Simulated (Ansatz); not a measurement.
Relaxation of a generated cell, TaSi2 placed in the AFLOW prototype AB2_aP12_1_4a_8a (as in FeS2); 12 atoms in the cell, which starts as P1 (No. 1), aP12; a = b = c = 5.618 Å, α = β = γ = 90.00°. The numbers are results of r2SCAN (plane waves to 500 eV, PAW, scalar-relativistic; Ansatz, a quantum-chemistry and plane-wave program), not measurements. Γ-centred k-mesh 4×4×4 on the run's cell (coarser than for final values), Fermi–Dirac smearing 0.05 eV. This is the first round of the run. 

The optimiser's lines from the output (shortened; P is positive under compression):

```
relax step   1: F+E_penalty+E_count = -44871.18225590 eV  Δ(F+E_penalty+E_count) = +0.000e0 eV  max|allowed force component| = 6.993e-1 eV/Å  Δτ_max = 0.0000 Å  P = +52.690 GPa  Ω = 177.357 Å³  (8 SCF iters, dr2 threshold 1.00e-7 eV, accepted)
relax step   2: F+E_penalty+E_count = -44877.29667908 eV  Δ(F+E_penalty+E_count) = -6.114e0 eV  max|allowed force component| = 3.370e-1 eV/Å  Δτ_max = 0.0216 Å  P = +21.838 GPa  Ω = 204.564 Å³  (8 SCF iters, dr2 threshold 1.20e-6 eV, accepted)
relax step   3: F+E_penalty+E_count = -44879.35386088 eV  Δ(F+E_penalty+E_count) = -2.057e0 eV  max|allowed force component| = 5.316e-1 eV/Å  Δτ_max = 0.0555 Å  P = +4.682 GPa  Ω = 229.398 Å³  (7 SCF iters, dr2 threshold 1.20e-6 eV, accepted)
relax step   4: F+E_penalty+E_count = -44880.81682319 eV  Δ(F+E_penalty+E_count) = -1.463e0 eV  max|allowed force component| = 1.246e0 eV/Å  Δτ_max = 0.2000 Å  P = -1.470 GPa  Ω = 234.531 Å³  (9 SCF iters, dr2 threshold 1.20e-6 eV, accepted)
relax step   5: F+E_penalty+E_count = -44882.29099363 eV  Δ(F+E_penalty+E_count) = -1.474e0 eV  max|allowed force component| = 7.898e-1 eV/Å  Δτ_max = 0.2000 Å  P = -9.033 GPa  Ω = 237.503 Å³  (9 SCF iters, dr2 threshold 1.20e-6 eV, accepted)
relax step   6: F+E_penalty+E_count = -44884.04677282 eV  Δ(F+E_penalty+E_count) = -1.756e0 eV  max|allowed force component| = 7.461e-1 eV/Å  Δτ_max = 0.1959 Å  P = -10.431 GPa  Ω = 223.535 Å³  (10 SCF iters, dr2 threshold 1.20e-6 eV, accepted)
relax step   7: F+E_penalty+E_count = -44885.61110555 eV  Δ(F+E_penalty+E_count) = -1.564e0 eV  max|allowed force component| = 1.267e0 eV/Å  Δτ_max = 0.1316 Å  P = -4.797 GPa  Ω = 204.092 Å³  (9 SCF iters, dr2 threshold 1.20e-6 eV, accepted)
relax step   8: F+E_penalty+E_count = -44887.06821975 eV  Δ(F+E_penalty+E_count) = -1.457e0 eV  max|allowed force component| = 1.381e0 eV/Å  Δτ_max = 0.1592 Å  P = -0.601 GPa  Ω = 191.857 Å³  (8 SCF iters, dr2 threshold 1.20e-6 eV, accepted)
relax step   9: F+E_penalty+E_count = -44888.13756927 eV  Δ(F+E_penalty+E_count) = -1.069e0 eV  max|allowed force component| = 7.045e-1 eV/Å  Δτ_max = 0.1587 Å  P = +2.489 GPa  Ω = 184.904 Å³  (8 SCF iters, dr2 threshold 1.20e-6 eV, accepted)
relax step  10: F+E_penalty+E_count = -44888.76338237 eV  Δ(F+E_penalty+E_count) = -6.258e-1 eV  max|allowed force component| = 5.285e-1 eV/Å  Δτ_max = 0.2000 Å  P = +2.135 GPa  Ω = 184.549 Å³  (8 SCF iters, dr2 threshold 1.20e-6 eV, accepted)
relax step  11: F+E_penalty+E_count = -44889.27256529 eV  Δ(F+E_penalty+E_count) = -5.092e-1 eV  max|allowed force component| = 3.892e-1 eV/Å  Δτ_max = 0.1961 Å  P = +0.129 GPa  Ω = 185.841 Å³  (8 SCF iters, dr2 threshold 1.20e-6 eV, accepted)
relax step  12: F+E_penalty+E_count = -44889.65808347 eV  Δ(F+E_penalty+E_count) = -3.855e-1 eV  max|allowed force component| = 6.831e-1 eV/Å  Δτ_max = 0.2000 Å  P = -0.225 GPa  Ω = 186.133 Å³  (8 SCF iters, dr2 threshold 1.20e-6 eV, accepted)
relax step  13: F+E_penalty+E_count = -44890.18787565 eV  Δ(F+E_penalty+E_count) = -5.298e-1 eV  max|allowed force component| = 1.250e0 eV/Å  Δτ_max = 0.1955 Å  P = +0.645 GPa  Ω = 185.002 Å³  (8 SCF iters, dr2 threshold 1.20e-6 eV, accepted)
relax step  14: F+E_penalty+E_count = -44890.09413616 eV  Δ(F+E_penalty+E_count) = +9.374e-2 eV  max|allowed force component| = 2.305e0 eV/Å  Δτ_max = 0.1924 Å  P = +4.189 GPa  Ω = 182.490 Å³  (8 SCF iters, dr2 threshold 1.20e-6 eV, rejected (line search))
relax step  15: F+E_penalty+E_count = -44890.63030767 eV  Δ(F+E_penalty+E_count) = -4.424e-1 eV  max|allowed force component| = 5.891e-1 eV/Å  Δτ_max = 0.0962 Å  P = +0.646 GPa  Ω = 185.086 Å³  (13 SCF iters, accepted)
relax step  16: F+E_penalty+E_count = -44890.81233947 eV  Δ(F+E_penalty+E_count) = -1.820e-1 eV  max|allowed force component| = 1.778e-1 eV/Å  Δτ_max = 0.0587 Å  P = -0.071 GPa  Ω = 186.421 Å³  (7 SCF iters, dr2 threshold 1.20e-6 eV, accepted)
relax step  17: F+E_penalty+E_count = -44890.88748833 eV  Δ(F+E_penalty+E_count) = -7.515e-2 eV  max|allowed force component| = 1.653e-1 eV/Å  Δτ_max = 0.1500 Å  P = +0.601 GPa  Ω = 187.655 Å³  (7 SCF iters, dr2 threshold 1.20e-6 eV, accepted)
relax step  18: F+E_penalty+E_count = -44890.90813232 eV  Δ(F+E_penalty+E_count) = -2.064e-2 eV  max|allowed force component| = 8.939e-2 eV/Å  Δτ_max = 0.0268 Å  P = -0.261 GPa  Ω = 188.641 Å³  (6 SCF iters, dr2 threshold 1.20e-6 eV, accepted)
relax step  19: F+E_penalty+E_count = -44890.91570517 eV  Δ(F+E_penalty+E_count) = -7.573e-3 eV  max|allowed force component| = 8.765e-2 eV/Å  Δτ_max = 0.0858 Å  P = +0.167 GPa  Ω = 188.653 Å³  (6 SCF iters, dr2 threshold 1.20e-6 eV, accepted)
relax step  20: F+E_penalty+E_count = -44890.91946755 eV  Δ(F+E_penalty+E_count) = -3.762e-3 eV  max|allowed force component| = 3.195e-2 eV/Å  Δτ_max = 0.0173 Å  P = -0.017 GPa  Ω = 188.731 Å³  (6 SCF iters, dr2 threshold 5.14e-7 eV, accepted)
relax step  21: F+E_penalty+E_count = -44890.91957261 eV  Δ(F+E_penalty+E_count) = -1.051e-4 eV  max|allowed force component| = 1.348e-2 eV/Å  Δτ_max = 0.0070 Å  P = -0.016 GPa  Ω = 188.710 Å³  (6 SCF iters, dr2 threshold 6.38e-8 eV, accepted)
relax step  22: F+E_penalty+E_count = -44890.91956884 eV  Δ(F+E_penalty+E_count) = +3.769e-6 eV  max|allowed force component| = 9.931e-3 eV/Å  Δτ_max = 0.0034 Å  P = +0.015 GPa  Ω = 188.691 Å³  (6 SCF iters, dr2 threshold 1.56e-8 eV, rejected (line search))
relax step  23: F+E_penalty+E_count = -44890.91963835 eV  Δ(F+E_penalty+E_count) = -6.574e-5 eV  max|allowed force component| = 7.452e-4 eV/Å  Δτ_max = 0.0014 Å  P = -0.001 GPa  Ω = 188.699 Å³  (9 SCF iters, accepted)
relax step  24: F+E_penalty+E_count = -44890.93009292 eV  Δ(F+E_penalty+E_count) = -1.045e-2 eV  max|allowed force component| = 1.309e-3 eV/Å  Δτ_max = 0.0000 Å  P = +0.058 GPa  Ω = 188.699 Å³  stress off target by 1.51e-1 GPa  SCF on the basis re-selected at this cell (its energy is not comparable with the rows above)  (8 SCF iters)
relax step  25: F+E_penalty+E_count = -44890.93015437 eV  Δ(F+E_penalty+E_count) = -6.145e-5 eV  max|allowed force component| = 3.333e-3 eV/Å  Δτ_max = 0.0020 Å  P = +0.023 GPa  Ω = 188.780 Å³  (5 SCF iters, dr2 threshold 5.72e-8 eV, accepted)
relax step  26: F+E_penalty+E_count = -44890.93014682 eV  Δ(F+E_penalty+E_count) = +7.547e-6 eV  max|allowed force component| = 5.096e-3 eV/Å  Δτ_max = 0.0047 Å  P = +0.007 GPa  Ω = 188.823 Å³  (6 SCF iters, dr2 threshold 4.80e-9 eV, accepted)
relax step  27: F+E_penalty+E_count = -44890.93016743 eV  Δ(F+E_penalty+E_count) = -2.061e-5 eV  max|allowed force component| = 5.093e-3 eV/Å  Δτ_max = 0.0000 Å  P = +0.007 GPa  Ω = 188.823 Å³  stress off target by 1.92e-2 GPa  SCF on the basis re-selected at this cell (its energy is not comparable with the rows above)  (5 SCF iters)
```

From the first to the last row the energy changes by -1.65 eV/atom and the volume by +6.5 %. The last row is marked as not comparable with the walk above it, whose basis was carried along; it does compare with step 1, since both stand on a basis selected at the nominal cutoff for their own cell.

Steps 14, 22 were rejected by the optimiser.

Later rounds, restarted from the end of this one on a renewed k-mesh, logged 18 more steps and released under 0.01 eV/atom more. The final structure after all rounds: Pc (No. 7), mP12; a = 6.334 Å, b = 4.848 Å, c = 6.247 Å, α = 90.00°, β = 99.34°, γ = 90.00°. Between re-selections the logged energies stand on a plane-wave basis carried along with the cell. No spin polarisation in the result.

The relaxed structure here is a generated cell of TaSi2: the first start was made by placing the elements on the sites of a structure type, and the end was not matched to a known phase here, so it may be hypothetical. Known forms of TaSi2 include space group No. 181.
